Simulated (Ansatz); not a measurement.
A relaxation computed with Ansatz, from input to last step.

```yaml
crystal:
  lattice:
    - [3.3868184179, 0.0, 0.0]
    - [0.0, 3.3868184179, 0.0]
    - [0.0, 0.0, 7.1076769293]
  atoms:
    - { symbol: Tl, position: [0.5, 0.0, 0.28] }
    - { symbol: Tl, position: [0.0, 0.5, 0.72] }
    - { symbol: H, position: [0.0, 0.0, 0.0] }
    - { symbol: H, position: [0.5, 0.5, 0.0] }
    - { symbol: H, position: [0.5, 0.0, 0.64] }
    - { symbol: H, position: [0.0, 0.5, 0.36] }
basis:
  ecutwfc: 420
kpoints:
  mp_grid: { grid: [6, 6, 4] }
hamiltonian:
  xc: pbe
scf:
  occupations: { method: gaussian, width: 0.1 }
  lower_state_search: "off"
output:
  forces: true
  stress: true
  eigenvalues: true
relax:
  adjacent_minimum: "off"
  f_tol: 0.04
  max_steps: 70
  cell: { stress_tol: 0.4 }
```

```bash
ansatz run input.yaml --threads 1 --pin off --max-ram 2560MiB --backend cpu --events-out ev --progress --plain --runs-dir out
```

All numbers below come from Ansatz 0.2.0, DFT PBE, scalar-relativistic, plane waves, PAW.

Of 10 frames 10 are shown, positions in Å and forces in eV/Å; the SCF threshold varies from step to step. Steps run on the plane waves of an earlier cell, with a Pulay correction in the pressure. The basis is chosen afresh for the last frame, the zero of the energies, and at times for earlier ones too; energy and pressure step there, also at an unchanged geometry. Here that happened at step 10 (-3 meV/atom, 0.2 GPa); the frames before carry an error of that size.

```xyz
6
Lattice="3.3868 0.0000 0.0000 0.0000 3.3868 0.0000 0.0000 0.0000 7.1077" Properties=species:S:1:pos:R:3:forces:R:3 pbc="T T T" step=1 free_energy_over_end_meV_per_atom=168.69 pressure_GPa=-1.37
Tl    1.6934    0.0000    1.9902    0.0000    0.0000   -0.7282
Tl    0.0000    1.6934    5.1175    0.0000    0.0000    0.7282
H     0.0000    0.0000    0.0000    0.0000    0.0000    0.0000
H     1.6934    1.6934    0.0000    0.0000    0.0000    0.0000
H     1.6934    0.0000    4.5489    0.0000    0.0000   -0.1328
H     0.0000    1.6934    2.5588    0.0000    0.0000    0.1328
6
Lattice="3.3884 0.0000 0.0000 0.0000 3.3884 0.0000 0.0000 0.0000 6.9216" Properties=species:S:1:pos:R:3:forces:R:3 pbc="T T T" step=2 free_energy_over_end_meV_per_atom=129.68 pressure_GPa=-1.40
Tl    1.6942    0.0000    1.7472    0.0000    0.0000   -0.1170
Tl    0.0000    1.6942    5.1743    0.0000    0.0000    0.1170
H     0.0000    0.0000    0.0000    0.0000    0.0000    0.0000
H     1.6942    1.6942    0.0000    0.0000    0.0000    0.0000
H     1.6942    0.0000    4.3900    0.0000    0.0000   -0.1040
H     0.0000    1.6942    2.5316    0.0000    0.0000    0.1040
6
Lattice="3.4100 0.0000 0.0000 0.0000 3.4100 0.0000 0.0000 0.0000 6.5758" Properties=species:S:1:pos:R:3:forces:R:3 pbc="T T T" step=3 free_energy_over_end_meV_per_atom=105.36 pressure_GPa=-0.43
Tl    1.7050    0.0000    1.6023    0.0000    0.0000    0.0926
Tl    0.0000    1.7050    4.9735    0.0000    0.0000   -0.0926
H     0.0000    0.0000    0.0000    0.0000    0.0000    0.0000
H     1.7050    1.7050    0.0000    0.0000    0.0000    0.0000
H     1.7050    0.0000    4.1467    0.0000    0.0000   -0.1772
H     0.0000    1.7050    2.4290    0.0000    0.0000    0.1772
6
Lattice="3.4579 0.0000 0.0000 0.0000 3.4579 0.0000 0.0000 0.0000 6.2289" Properties=species:S:1:pos:R:3:forces:R:3 pbc="T T T" step=4 free_energy_over_end_meV_per_atom=84.00 pressure_GPa=0.89
Tl    1.7289    0.0000    1.5110    0.0000    0.0000    0.2811
Tl    0.0000    1.7289    4.7179    0.0000    0.0000   -0.2811
H     0.0000    0.0000    0.0000    0.0000    0.0000    0.0000
H     1.7289    1.7289    0.0000    0.0000    0.0000    0.0000
H     1.7289    0.0000    3.8679    0.0000    0.0000   -0.2559
H     0.0000    1.7289    2.3610    0.0000    0.0000    0.2559
6
Lattice="3.5514 0.0000 0.0000 0.0000 3.5514 0.0000 0.0000 0.0000 5.8822" Properties=species:S:1:pos:R:3:forces:R:3 pbc="T T T" step=5 free_energy_over_end_meV_per_atom=44.71 pressure_GPa=1.64
Tl    1.7757    0.0000    1.4651    0.0000    0.0000    0.0136
Tl    0.0000    1.7757    4.4171    0.0000    0.0000   -0.0136
H     0.0000    0.0000    0.0000    0.0000    0.0000    0.0000
H     1.7757    1.7757    0.0000    0.0000    0.0000    0.0000
H     1.7757    0.0000    3.5591    0.0000    0.0000   -0.3611
H     0.0000    1.7757    2.3230    0.0000    0.0000    0.3611
6
Lattice="3.6494 0.0000 0.0000 0.0000 3.6494 0.0000 0.0000 0.0000 5.5355" Properties=species:S:1:pos:R:3:forces:R:3 pbc="T T T" step=6 free_energy_over_end_meV_per_atom=25.54 pressure_GPa=4.09
Tl    1.8247    0.0000    1.3880    0.0000    0.0000   -0.7855
Tl    0.0000    1.8247    4.1475    0.0000    0.0000    0.7855
H     0.0000    0.0000    0.0000    0.0000    0.0000    0.0000
H     1.8247    1.8247    0.0000    0.0000    0.0000    0.0000
H     1.8247    0.0000    3.2610    0.0000    0.0000    0.3378
H     0.0000    1.8247    2.2745    0.0000    0.0000   -0.3378
6
Lattice="3.8119 0.0000 0.0000 0.0000 3.8119 0.0000 0.0000 0.0000 5.7706" Properties=species:S:1:pos:R:3:forces:R:3 pbc="T T T" step=7 free_energy_over_end_meV_per_atom=7.65 pressure_GPa=-1.42
Tl    1.9060    0.0000    1.3802    0.0000    0.0000   -0.2158
Tl    0.0000    1.9060    4.3904    0.0000    0.0000    0.2158
H     0.0000    0.0000    0.0000    0.0000    0.0000    0.0000
H     1.9060    1.9060    0.0000    0.0000    0.0000    0.0000
H     1.9060    0.0000    3.3360    0.0000    0.0000   -0.0336
H     0.0000    1.9060    2.4347    0.0000    0.0000    0.0336
6
Lattice="3.8508 0.0000 0.0000 0.0000 3.8508 0.0000 0.0000 0.0000 5.4930" Properties=species:S:1:pos:R:3:forces:R:3 pbc="T T T" step=8 free_energy_over_end_meV_per_atom=5.33 pressure_GPa=0.43
Tl    1.9254    0.0000    1.2502    0.0000    0.0000    0.2474
Tl    0.0000    1.9254    4.2428    0.0000    0.0000   -0.2474
H     0.0000    0.0000    0.0000    0.0000    0.0000    0.0000
H     1.9254    1.9254    0.0000    0.0000    0.0000    0.0000
H     1.9254    0.0000    3.1963    0.0000    0.0000    0.0127
H     0.0000    1.9254    2.2967    0.0000    0.0000   -0.0127
6
Lattice="3.8200 0.0000 0.0000 0.0000 3.8200 0.0000 0.0000 0.0000 5.5875" Properties=species:S:1:pos:R:3:forces:R:3 pbc="T T T" step=9 free_energy_over_end_meV_per_atom=2.84 pressure_GPa=-0.11
Tl    1.9100    0.0000    1.3100    0.0000    0.0000   -0.0091
Tl    0.0000    1.9100    4.2775    0.0000    0.0000    0.0091
H     0.0000    0.0000    0.0000    0.0000    0.0000    0.0000
H     1.9100    1.9100    0.0000    0.0000    0.0000    0.0000
H     1.9100    0.0000    3.2598    0.0000    0.0000   -0.0074
H     0.0000    1.9100    2.3277    0.0000    0.0000    0.0074
6
Lattice="3.8200 0.0000 0.0000 0.0000 3.8200 0.0000 0.0000 0.0000 5.5875" Properties=species:S:1:pos:R:3:forces:R:3 pbc="T T T" step=10 free_energy_over_end_meV_per_atom=0.00 pressure_GPa=0.07
Tl    1.9100    0.0000    1.3100    0.0000    0.0000   -0.0094
Tl    0.0000    1.9100    4.2775    0.0000    0.0000    0.0094
H     0.0000    0.0000    0.0000    0.0000    0.0000    0.0000
H     1.9100    1.9100    0.0000    0.0000    0.0000    0.0000
H     1.9100    0.0000    3.2598    0.0000    0.0000   -0.0078
H     0.0000    1.9100    2.3277    0.0000    0.0000    0.0078
```

The start puts this composition into another compound's structure type, which needn't suit it. At the end the space group is P4/nmm (tolerance 0.05 Å).

Time: 29 s on 1 thread of Arm Neoverse V2 (shared host), peak memory 0.34 GiB.

The k mesh is coarse. Spin–orbit coupling is left out, which can shift energies with elements as heavy as these.